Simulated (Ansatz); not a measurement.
YCu (CsCl type, Pm-3m) at seven volumes, LDA in the plane-wave PAW code Ansatz, scaled uniformly. One row is withheld.

| V (Å³/atom) | P (GPa) |
|---|---|
| 17.588 | ? |
| 18.168 | 6.02 |
| 18.748 | 2.77 |
| 19.328 | 0.00 |
| 19.908 | -2.38 |
| 20.487 | -4.42 |
| 21.067 | -6.17 |

Problem. Fit the shown pressures and predict the withheld one.

Solution. Third-order Birch–Murnaghan: P = (3/2)B₀(x^(7/2) − x^(5/2))[1 + (3/4)(B′ − 4)(x − 1)] with x = (V₀/V)^(2/3). Least squares on the six rows gives V₀ = 19.327 Å³/atom, B₀ = 85.56 GPa, B′ = 4.14. At V = 17.588, x = 1.0649 and P = 9.81 GPa. The run itself gave 9.81 GPa.

The workflow started from a Materials Project entry (that database holds measured and hypothetical structures alike); the Crystallography Open Database copy checked does not list it. Its standing as an ambient phase is unchecked. The LDA relaxation kept the symmetry of its start; whether a distortion lowers the energy is not shown. No spin polarisation was allowed.

Potentials: the later of the program's two PAW sets.
